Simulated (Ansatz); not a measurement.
**Zr: energy along a strain**

Zr, P6_3/mmc, a = 3.232 Å, c = 5.147 Å (as given, not relaxed at this level: -3.3 GPa). Ansatz: PBEsol, PAW, 420 eV, Γ-centred 18×18×10 mesh on 2 atoms, Gaussian smearing 0.15 eV; no spin polarisation. Cell vectors (Å): 3.232 0.000 0.000; -1.616 2.799 0.000; 0.000 0.000 5.147. The cell is strained by x per cent times the pattern (0 1 0 0 0 0) in the order xx yy zz yz xz xy (engineering shears), with fractional coordinates held. y is the free energy over the start, V0 = 23.281 Å³/atom.

```
x (%) y (meV/atom)
-4.00         -2.50
-3.00         -5.28
-2.00         -5.74
-1.00         -3.96
 0.00          0.00
 1.00          6.03
 2.00             ?
 3.00         23.91
 3.50         29.50
 4.00         35.51
```

Problem. Fit y = c1 x + c2 x² + c3 x³ to the other rows, get the stiffness along the pattern, and predict the missing energy.

Solution. Least squares on the rows shown. y = 5.0071 x + 1.0326 x² − 0.015938 x³. The clamped-ion stiffness p·C·p = 2 × 10.33 eV × 160.2 / 23.281 Å³ = 142 GPa, which is C22 in these axes (second derivative at the start, which stands under stress). At x = 2.00 the fit asked for gives 14.02 meV/atom. The run gave 14.04 meV/atom, so the fit is 0.02 meV/atom too low, within twice the rms miss on the fitted rows (0.02 meV/atom).